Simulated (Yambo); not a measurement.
A G0W0@PBEsol run in Yambo for CdO2H2 (space group P-3m1, No. 164) (6×6×4 Γ-centred k mesh, bands 5 to 79 and a 7 Ry block in the screening, 79 bands in G with the Bruneval-Gonze terminator, plasmon pole fitted at 27.2 eV) gives these matrix elements, in eV, at the band edges (M → Γ):

| state | E0 | <Vxc> | <Σx> | <Σc(E0)> | Z |
|---|---|---|---|---|---|
| valence edge | 0.000 | -21.351 | -26.985 | 4.371 | 0.792 |
| conduction edge | 1.591 | -12.250 | -8.316 | -3.100 | 0.849 |

### Question
Solve the linearised quasiparticle equation for both states, give the gap, and say how exchange and correlation each act on it.

### Answer
E = E0 + Z(Σx + Σc − Vxc). Valence: 0.000 + 0.792 × (-26.985 + (4.371) − (-21.351)) = -1.00 eV. Conduction: 1.591 + 0.849 × (-8.316 + (-3.100) − (-12.250)) = 2.30 eV. The gap is 3.30 eV, against 1.59 eV in PBEsol. Replacing Vxc by bare exchange alone would open it by 9.57 eV; correlation takes back 7.47 eV of that, and Z scales what is left. Convergence of the G0W0 settings was not tested. Spin-orbit splittings are left out.

Geometry relaxed with PBE+D3(BJ); primitive cell a = b = 3.5433 Å, c = 4.5852 Å, α = β = 90.00°, γ = 120.00°.

The structure is a Materials Project entry; no match was found in the copy of COD used, and its stability was not checked.
